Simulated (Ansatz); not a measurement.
# Computed scan of one atom of the cell: PtS2 (CdI2 type)

Starting cell, PtS2 (CdI2 type):

```xyz
3
Lattice="3.5837 0.0000 0.0000 -1.7918 3.1035 0.0000 0.0000 0.0000 4.6560" Properties=species:S:1:pos:R:3 pbc="T T T"
Pt     0.0000     0.0000     0.0000
S      1.7918     1.0345     1.2061
S      0.0000     2.0690     3.4500
```

In each cell atom 2 (S, nearest neighbour Pt at 2.395 Å; its periodic images, 3.6 Å or more away, move with it) moves by s·(-0.748, -0.432, -0.504) (towards the nearest neighbour), the rest being held.

The numbers are results of PBE-D3(BJ) (plane waves to 420 eV, PAW, scalar-relativistic; Ansatz, a program for electronic structure), not measurements. k mesh 12×12×8 (Γ-centred), Fermi-Dirac smearing 0.05 eV. The energy includes the smearing's −TS. Stress and pressure are positive under compression. With partly filled bands, energies and forces of such displacements shift with the k mesh and the smearing. F∥ is the force on the atom along that direction. F⊥ is the part of the force across the line. At this level the bands of PtS2 touch or barely overlap; measurements give the solid a gap. PtS2 is run without spin polarisation. PtS2 was relaxed with its symmetry unable to fall. Spin-orbit coupling is left out, though Pt is heavy. The PAW data are Ansatz's earlier set. The zero of ΔE is the undisplaced structure.

```json
[
 {"s (Å)": "-0.240", "ΔE (meV/cell)": "200", "P (GPa)": "-2.5", "|F⊥| (eV/Å)": "0.170", "F∥ (eV/Å)": "1.362"},
 {"s (Å)": "-0.192", "ΔE (meV/cell)": "137", "P (GPa)": "-2.2", "|F⊥| (eV/Å)": "0.138", "F∥ (eV/Å)": "1.232"},
 {"s (Å)": "-0.144", "ΔE (meV/cell)": "83", "P (GPa)": "-1.9", "|F⊥| (eV/Å)": "0.106", "F∥ (eV/Å)": "1.033"},
 {"s (Å)": "-0.096", "ΔE (meV/cell)": "39", "P (GPa)": "-1.4", "|F⊥| (eV/Å)": "0.072", "F∥ (eV/Å)": "0.763"},
 {"s (Å)": "-0.048", "ΔE (meV/cell)": "10", "P (GPa)": "-0.8", "|F⊥| (eV/Å)": "0.037", "F∥ (eV/Å)": "0.421"},
 {"s (Å)": "0.000", "ΔE (meV/cell)": "0", "P (GPa)": "0.0", "|F⊥| (eV/Å)": "0.000", "F∥ (eV/Å)": "0.000"},
 {"s (Å)": "0.048", "ΔE (meV/cell)": "12", "P (GPa)": "1.0", "|F⊥| (eV/Å)": "0.041", "F∥ (eV/Å)": "-0.507"},
 {"s (Å)": "0.096", "ΔE (meV/cell)": "50", "P (GPa)": "2.2", "|F⊥| (eV/Å)": "0.086", "F∥ (eV/Å)": "-1.112"},
 {"s (Å)": "0.144", "ΔE (meV/cell)": "120", "P (GPa)": "3.7", "|F⊥| (eV/Å)": "0.137", "F∥ (eV/Å)": "-1.830"},
 {"s (Å)": "0.192", "ΔE (meV/cell)": "228", "P (GPa)": "5.4", "|F⊥| (eV/Å)": "0.196", "F∥ (eV/Å)": "-2.681"},
 {"s (Å)": "0.240", "ΔE (meV/cell)": "380", "P (GPa)": "7.6", "|F⊥| (eV/Å)": "0.263", "F∥ (eV/Å)": "-3.689"}
]
```

Derived quantities:

The energy at s = 0.240 Å is 380 meV/cell and the force along the line at s = -0.240 Å comes out as 1.36 eV/Å. The force constant k = d²E/ds² at s = 0 (finite differences) comes out as 9.63 eV/Å². Symmetry of the curve: not even: the positive side lies higher at ±0.240 Å. Shape of the curve: a single well with its minimum at or next to zero displacement. Harmonic estimate at the end of the scan: ½ks² = 277 meV/cell against the computed 380 meV/cell, so the well is stiffer than harmonic there.

(For displaced atoms, the force is minus the slope of the energy, and its curvature is a force constant, which sets phonon frequencies.)
